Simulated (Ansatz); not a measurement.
# ZrO2 (fluorite), generalised stacking-fault energy along a line

Generalised stacking fault of ZrO2 (fluorite) on the {100} plane. The cell below holds the perfect crystal with the plane normal along z; tilting its third vector by the shift puts one fault into each cell, between planes 1.28 Å apart, at fixed cell height.

```yaml
crystal:
  lattice:
    - [3.61747, 0.00000, 0.00000]
    - [0.00000, 3.61747, 0.00000]
    - [1.80873, 1.80873, 7.67381]
  atoms:
    - { symbol: Zr, position: [0.00000, 0.00000, 0.91667] }
    - { symbol: Zr, position: [0.33333, 0.33333, 0.25000] }
    - { symbol: Zr, position: [0.66667, 0.66667, 0.58333] }
    - { symbol: O, position: [0.91667, 0.41667, 0.08333] }
    - { symbol: O, position: [0.25000, 0.75000, 0.41667] }
    - { symbol: O, position: [0.58333, 0.08333, 0.75000] }
    - { symbol: O, position: [0.41667, 0.91667, 0.08333] }
    - { symbol: O, position: [0.75000, 0.25000, 0.41667] }
    - { symbol: O, position: [0.08333, 0.58333, 0.75000] }
```

In-plane vectors a = (3.617, 0.000) Å, b = (0.000, 3.617) Å, area 13.09 Å². The shift is s times the vector a + b (length 5.116 Å), so s = 1 restores the start. The shift is rigid: no atom relaxes. γ = [E(shift) − E(0)] / area.

Method: PBE (plane waves to 420 eV, PAW, scalar-relativistic; Ansatz, a program for electronic structure). k mesh 8×8×8 (Γ-centred), Fermi-Dirac smearing 0.05 eV. E is the zero-smearing estimate. Stress and pressure are positive under compression. Faults lie only 7.7 Å apart, and holding the cell height and the atoms raises γ above its relaxed value. Left out: 3 of 12 points, with atoms too close for the PAW data. This is a high-temperature form of ZrO2. ZrO2 is run without spin polarisation. ZrO2 was relaxed with its symmetry unable to fall. The zero of γ is zero shift.

```csv
shift (Å),γ (meV/Å²),σ normal to the fault (GPa)
0.000,0,0.0
0.426,26,3.3
0.853,104,12.9
1.279,184,21.8
1.705,206,23.3
3.411,206,23.3
3.837,184,21.8
4.263,104,12.9
4.690,26,3.3
```

(The slope of γ gives the shear force per area between the displaced halves; near zero shift its curvature is an elastic stiffness.)
